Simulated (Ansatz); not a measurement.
Method: DFT PBE, scalar-relativistic, plane waves, PAW in Ansatz 0.2.0. All cells share a 420 eV cutoff and Γ-centred k meshes spaced about 0.3 Å⁻¹ or finer (0.25 for metals, 2π included). No spin polarisation in the final relaxations.

These are static total energies at zero pressure. All come from trial cells, and lower structures may exist.

Question: These unrelaxed guesses for Ta2Sn3 are each relaxed within their symmetry. Order them by the energy at which they end, lowest first.
A.

```cif
data_structure
_symmetry_space_group_name_H-M 'P-3m1'
_symmetry_Int_Tables_number 164
_cell_length_a 4.7400
_cell_length_b 4.7400
_cell_length_c 5.7500
_cell_angle_alpha 90.000
_cell_angle_beta 90.000
_cell_angle_gamma 120.000
_cell_volume 111.88
loop_
_atom_site_label
_atom_site_type_symbol
_atom_site_symmetry_multiplicity
_atom_site_Wyckoff_symbol
_atom_site_fract_x
_atom_site_fract_y
_atom_site_fract_z
_atom_site_occupancy
Ta1 Ta 2 d 0.66667 0.33333 0.85100 1
Sn1 Sn 1 a 0.00000 0.00000 0.00000 1
Sn2 Sn 2 d 0.66667 0.33333 0.35200 1
```

B.

```cif
data_structure
_symmetry_space_group_name_H-M 'P4/mbm'
_symmetry_Int_Tables_number 127
_cell_length_a 7.5000
_cell_length_b 7.5000
_cell_length_c 3.9900
_cell_angle_alpha 90.000
_cell_angle_beta 90.000
_cell_angle_gamma 90.000
_cell_volume 224.44
loop_
_atom_site_label
_atom_site_type_symbol
_atom_site_symmetry_multiplicity
_atom_site_Wyckoff_symbol
_atom_site_fract_x
_atom_site_fract_y
_atom_site_fract_z
_atom_site_occupancy
Ta1 Ta 4 g 0.38900 0.88900 0.00000 1
Sn1 Sn 4 h 0.81900 0.31900 0.50000 1
Sn2 Sn 2 a 0.00000 0.00000 0.00000 1
```

Answer: A (ends in P-3m1, 0 meV/atom), B (ends in P4/mbm, 66 meV/atom). Even the lowest end lies +0.14 eV/atom against the elements.

Spin–orbit coupling, which can matter for Ta, is left out. With atoms moved at random, P-3m1 (by 9 meV/atom) fell into a lower structure. Without a clear test, and held by symmetry: P4/mbm. Some candidate types were left out of the draw beforehand, so a known form may be missing.
